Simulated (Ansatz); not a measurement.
ZrTa (CsCl type, space group No. 221), a = b = c = 3.435 Å, α = β = γ = 90.00°.

Relaxed with r²SCAN.

**Question.** Tabulate the valence density and the electron localisation function along the shortest Zr–Zr contact (3.44 Å), r²SCAN (plane waves, PAW; program Ansatz).

**Answer.** 

```tsv
distance from Zr (Å)	density (e/Å³)	ELF
0.34	4.24	0.55
0.52	3.64	0.75
0.69	2.29	0.76
0.86	1.10	0.57
1.03	0.48	0.25
1.20	0.25	0.12
1.37	0.19	0.15
1.55	0.17	0.26
1.72	0.17	0.33
1.89	0.17	0.26
2.06	0.19	0.15
2.23	0.25	0.12
2.40	0.48	0.25
2.58	1.10	0.57
2.75	2.29	0.76
2.92	3.64	0.75
3.09	4.24	0.55
```

The density is the valence pseudo-density with augmentation charge, so density and ELF within about 1 Å of a nucleus are not all-electron values.

Space group Pm-3m (CsCl type). The start of the workflow was typed in or built on a structure type; neither database checked (COD, Materials Project) lists it. Whether it is the stable phase at ambient conditions was not checked. The cell was relaxed with r²SCAN under the symmetry of its start; its stability against distortions is not shown here. No spin polarisation was allowed. Its formation energy is positive at this level, so the cell may be metastable or incomplete. Spin–orbit coupling is left out wherever it is not named.

Potentials: the earlier of the program's two PAW sets.
